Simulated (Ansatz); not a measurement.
Simulated powder pattern, Co Kα, λ = 1.79026 Å (kinematic, ideal powder, no thermal factors, no anomalous dispersion; the 30 strongest lines at most, above 1 %, up to 2θ = 90°):

```tsv
2θ (°)	d (Å)	I/Imax (%)
17.09	6.025	12
34.57	3.012	54
43.85	2.397	16
45.05	2.336	100
49.64	2.132	53
52.88	2.010	1.2
52.94	2.008	3.4
60.94	1.765	3.2
65.66	1.651	35
72.92	1.506	6.6
76.38	1.448	23
79.73	1.396	21
82.30	1.360	1.7
82.38	1.359	1.7
89.91	1.267	23
```

The pattern belongs to a structure relaxed with DFT-PBE in the program Ansatz with PAW potentials.

Question: Which compound is it?
A) Mn3SiN, anti-perovskite
B) MgTi3N3O, P4/mmm (Pearson symbol tP8)
C) AlCo3B, anti-perovskite
D) CoPdN2, R-3m (Co on 3b, Pd on 3a, N on 6c)

Answer: D, CoPdN2, R-3m (Co on 3b, Pd on 3a, N on 6c)

Question: Give the lattice parameters.

Answer: a = 2.793 Å, c = 18.075 Å.

The start of the workflow was typed in or built on a structure type; neither database checked (COD, Materials Project) lists it. Whether it is the stable phase at ambient conditions was not checked. The PBE relaxation kept the symmetry of its start; whether a distortion lowers the energy is not shown. The workflow began spin-polarised and lost its moments. Its formation energy is positive at this level, so the cell may be metastable or incomplete.

Potentials: the earlier of the program's two PAW sets.
